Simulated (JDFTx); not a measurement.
System: Ru(0001) (P6_3/mmc bulk; lattice of mp-33, not re-optimised at this level), 1x1 cell of 4 atoms in 4 planes, area 6.35 Å² a face, 6.3 Å between the outermost planes in a cell 22.4 Å high; k mesh 10×10×1, Fermi width 0.01 Ha, no spin polarisation.

Computed with JDFTx (a modified build): PBE, GBRV ultrasoft potentials, plane waves to 20/100 Ha. Liquid: CANDLE, water, 1 M NaCl. Between zero charge and 0.15 V from it the run gives σ = 2.2 μC/cm², a mean capacitance of 14.4 μF/cm². The liquid has ε = 78.4, a 1:1 salt at 1 M with linear (Debye) response, and T = 298 K.

Worked example: the Debye length, the diffuse-layer capacitance, and the inner capacitance that is left when the two stand in series.

Each ion has density c = 1 × 6.022×10⁻⁴ = 6.022e-04 Å⁻³. λ² = ε kT / (8π (e²/4πε₀) c) with kT = 0.02568 eV and e²/4πε₀ = 14.40 eV Å gives λ = 3.04 Å; the log prints 3.04 Å. C_diffuse = ε₀ε/λ = 228 μF/cm². Then 1/C_inner = 1/14.4 − 1/228, so C_inner = 15.3 μF/cm², which equals a vacuum gap of ε₀/C_inner = 0.58 Å. The diffuse layer takes 6 % of the potential drop; the rest lies between the electrode's charge and the onset of the dielectric, with the electrode's own (quantum) capacitance in it. The split is a model: in the calculation solvent and ions share one smooth cavity.
